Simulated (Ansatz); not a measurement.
YSi (CsCl type, Pm-3m), plane-wave PAW r²SCAN (Ansatz code), all energies at zero smearing, with the estimated change up to a 700 eV cutoff added, with one set of potentials and settings (totals compare only within such a set). Cell of 2 atoms (1 Y, 1 Si): -4499.674 eV.

```tsv
element	reference phase	E (eV/atom)
Y	P6_3/mmc, 2 atoms in the cell	-3859.7274
Si	Fd-3m, 2 atoms in the cell	-639.0665
```

Formation energy per atom, worked out: (-4499.674 − 1×(-3859.7274) − 1×(-639.0665))/2 = -0.440 eV/atom (-42 kJ per mol of atoms), at 0 K, without zero-point energy or fitted corrections.

The cell is a constructed one: a structure type filled with these elements; neither database checked (COD, Materials Project) lists it. Its standing as an ambient phase is unchecked. The r²SCAN relaxation kept the symmetry of its start. At this level the phase is mechanically unstable. No spin polarisation was allowed. The references are the lowest solids computed at this level, not always the standard phases.

Potentials: the earlier of the program's two PAW sets.
